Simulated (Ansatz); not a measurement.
**HfNi₂: computed property card**

HfNi$_{2}$:
```cif
data_Hf2Ni4
_chemical_formula_sum 'Ni4 Hf2'
_space_group_name_H-M_alt 'P 1'
_space_group_IT_number 1
_cell_length_a 4.85398
_cell_length_b 4.85398
_cell_length_c 4.85398
_cell_angle_alpha 60.000
_cell_angle_beta 60.000
_cell_angle_gamma 60.000
loop_
_space_group_symop_operation_xyz
  'x, y, z'
loop_
_atom_site_label
_atom_site_type_symbol
_atom_site_fract_x
_atom_site_fract_y
_atom_site_fract_z
_atom_site_occupancy
Ni1 Ni 0.12500 0.12500 0.12500 1
Ni2 Ni 0.62500 0.12500 0.12500 1
Ni3 Ni 0.12500 0.12500 0.62500 1
Ni4 Ni 0.12500 0.62500 0.12500 1
Hf1 Hf 0.50000 0.50000 0.50000 1
Hf2 Hf 0.75000 0.75000 0.75000 1
```

Space group Fd-3m (No. 227), cubic Laves (MgCu2 type); conventional cell a = 6.8646 Å, b = 6.8646 Å, c = 6.8646 Å, α = 90.00°, β = 90.00°, γ = 90.00°.

Method: DFT-r²SCAN in the program Ansatz with PAW potentials. Geometry: relaxed at this level of theory. Other levels are named where they apply.

### Cell and energy

```
Item                                                                 Value
-----------------------------------------------------  -------------------
Volume per atom                                                   13.48 Å³
Density                                                        12.15 g/cm³
Formation energy from the elements (no fitted shifts)  -44 kJ/mol of atoms
```

### Electronic structure

```
Property                                                                    Result
------------------------------------  --------------------------------------------
Electronic character                                             metallic (no gap)
Density of states at the Fermi level  0.57 states/eV per atom (mean over ±0.08 eV)
Gap with spin–orbit coupling                                       none (metallic)
```

### Magnetism

```
Property                                          Result
--------------  ----------------------------------------
Magnetic order  non-magnetic (starting moments vanished)
```

### Mechanics

```
Item                                  Value
----------------------------------  -------
Bulk modulus (Birch–Murnaghan fit)  194 GPa
Pressure derivative B′                  4.4
```

### Charges

```
Item                         Result
-------------  --------------------
Bader charges  Ni -0.73, Hf +1.45 e
```

The workflow started from an entry of the Crystallography Open Database (COD). Whether it is the stable phase at ambient conditions was not checked. Symmetry was held in the r²SCAN relaxation; whether a distortion lowers the energy is not shown. The workflow began spin-polarised and lost its moments. The references are the lowest solids computed at this level, not always the standard phases. Spin–orbit coupling is left out wherever it is not named.

Potentials: the later of the program's two PAW sets.
